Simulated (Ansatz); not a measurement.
The elements of this relaxed trial crystal are hidden behind letters.

```
lattice vectors (Å)
   4.9445    0.0000    0.0000
  -2.4723    4.2821    0.0000
   0.0000    0.0000    4.7761
fractional positions
X 0.3333 0.6667 0.0000
X 0.6667 0.3333 0.0000
Z 0.0000 0.0000 0.0000
Q 0.5000 0.0000 0.5000
Q 0.0000 0.5000 0.5000
Q 0.5000 0.5000 0.5000
```

All numbers below come from Ansatz 0.2.0, DFT PBE, scalar-relativistic, plane waves, PAW. Plane waves to 420 eV, a 12×12×8 mesh through Γ for the 6-atom cell and 0.10 eV Gaussian smearing; no spin polarisation.

| Item | Value |
| --- | --- |
| Space group | P6/mmm (No. 191) |
| Conventional cell | a = 4.945 Å, c = 4.776 Å |
| Volume per atom | 16.85 Å³ |
| Density | 3.56 g/cm³ |
| Formation energy | +0.23 eV/atom |
| Gap on the 12×12×8 mesh of the 6-atom cell | 0 eV (a metal) |

Energies are uncorrected and count from the elements' standard states at the same level.

Q: X is a p-block element of period 3, Z is a p-block element of period 4 and Q is a p-block element of period 3. Which elements are they?

A: X = Al, Z = Ga, Q = P, so the formula is Al2GaP3. Density times volume gives a mean mass of 3.56 × 16.85/1.6605 = 36.1 u per atom, and this set has 36.1 u. Al is surrounded by 6 P at 2.78 Å, 3 Ga at 2.85 Å and 3 Al at 2.85 Å; around Ga lie 6 Al at 2.85 Å; P is surrounded by 4 P at 2.47 Å and 4 Al at 2.78 Å. Other sets within the hints have nearly the same mass, so mass alone doesn't settle it; this one was computed.

A structure relaxed within its symmetry needn't be a true minimum. Another cell of Al2GaP3 relaxed alike, in P4mm, lies 0.38 eV/atom lower, so this cell isn't the stable form at this level.
